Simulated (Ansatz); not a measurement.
The start is a relaxed MgB2 cell displaced along its unstable phonon at q = Γ (258i cm⁻¹), largest move 0.15 Å. A full variable-cell relaxation at zero pressure is run with PBEsol (plane waves to 420 eV, PAW, scalar-relativistic; Ansatz, a quantum-chemistry and plane-wave program). The first steps use a coarse 12×12×4 k-mesh.

The start:
```yaml
crystal:
  lattice:
    - [3.08780, 0.00000, 0.00000]
    - [-1.54390, 2.67411, 0.00000]
    - [0.00000, 0.00000, 8.01356]
  atoms:
    - { symbol: B, position: [0.30529, 0.61057, 0.11821] }
    - { symbol: B, position: [0.63862, 0.27724, 0.11821] }
    - { symbol: B, position: [0.69471, 0.38943, 0.88179] }
    - { symbol: B, position: [0.36138, 0.72276, 0.88179] }
    - { symbol: Mg, position: [0.98998, 0.97996, 0.31759] }
    - { symbol: Mg, position: [0.01002, 0.02004, 0.68241] }
```

Q: What is the largest force in the starting geometry, and on which atom (counted from 1)?

A: 0.59 eV/Å, on B2, B4 (atoms numbered as listed).

Q: How does the volume change?

A: -5.4 %, from 11.03 to 10.43 Å³/atom.

Q: How do the shortest distances between atoms change?

A: The closest pairs of elements (up to four, under 3.6 Å), start → end: B–B 1.78 → 1.76 Å; B–Mg 2.32 → 2.41 Å; Mg–Mg 2.93 → 3.04 Å.

Q: What band gap does the relaxed structure have at this level?

A: No gap (metallic).

Q: What does it relax into? Give the structure.

A: 
Space group C2/m (No. 12); a = 5.494 Å, b = 3.037 Å, c = 7.571 Å, α = 90.00°, β = 97.89°, γ = 90.00°

```csv
atom,site,symmetry,x,y,z
B,4i,m,0.7554,0.0000,0.1011
B,4i,m,0.4359,0.0000,0.1076
Mg,4i,m,0.1282,0.0000,0.3309
```
(The calculation used a cell of 6 atoms; values per cell refer to that cell.)

Final values are on a 17×17×6 k-mesh of the relaxed cell. No spin polarisation in the result.

The run could not lose the symmetry of its start, so the end can be a saddle point.

Of the parent cell (P6/mmm (No. 191)): The first start was generated by placing the elements on the sites of a structure type. A measured structure of MgB2 has the same space group, P6/mmm (No. 191); the sites were not compared with it.

The relaxed structure here is a generated cell of MgB2: the first start was made by placing the elements on the sites of a structure type, and the end was not matched to a known phase here, so it may be hypothetical. Known forms of MgB2 include space group No. 191.
